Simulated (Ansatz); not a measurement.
PtSe$_{2}$ (CdI2 type)

```yaml
crystal:
  lattice:
    - [3.77244, 0.00000, 0.00000]
    - [-1.88622, 3.26703, 0.00000]
    - [0.00000, 0.00000, 4.81807]
  atoms:
    - { symbol: Pt, position: [0.00000, 0.00000, 0.00000] }
    - { symbol: Se, position: [0.66667, 0.33333, 0.26557] }
    - { symbol: Se, position: [0.33333, 0.66667, 0.73443] }
```

The slice is a (-1 1 0 2) plane (indices of the conventional cell) through the point (0.667, 0.333, 0.266) (fractional), spanned by u = [110] and v = [1 -1 1] in vectors of this cell: u (3.77 Å) and v (8.12 Å, at 90° to u). It covers one period; positions are fractions (u, v).

Method: PBE-D3(BJ) (plane waves to 420 eV, PAW, scalar-relativistic; Ansatz, a program for electronic structure). k mesh 14×14×10. Inside the PAW spheres the values are not all-electron values, and peaks at nuclei hang on which shells count as valence. PtSe2 is run without spin polarisation. PtSe2 was relaxed with its symmetry unable to fall. Spin-orbit coupling is left out, though Pt is heavy.

**Question.** Sketch the electron localisation function (ELF) on this plane as a map.

**Answer.** 
```
|xx%%@@++----++@@%%|
|%%@@##--====--##@@|
|++++--==####==--++|
|..::--##xxxx##--::|
|::::--++####++--::|
|++++==--++++--==++|
|####**--------**##|
|%%%%**::....::**%%|
|@@@@**..    ..**@@|
|%%##==        ==##|
|==--..        ..--|
|....    ....    ..|
|    ..::====::..  |
|    ..++####++..  |
|    ..**%%%%**..  |
|..    ==####==    |
|##**::..----..::**|
|@@@@##..    ..##@@|
|xx%%%%==    ==%%%%|
|xxxx@@**....**@@xx|
```
Scale: ten equal steps from 0.02 (start of ' ') to 0.81 (end of '@'), in the order ' .:-=+*#%@'. Values: electron localisation function (ELF). The map has 9 points along u (two characters each, u = 0 at the left) and 20 along v (v = 0 in the bottom row). Points within 0.5 Å of a nucleus are blanked (x), as the pseudised field means little there.
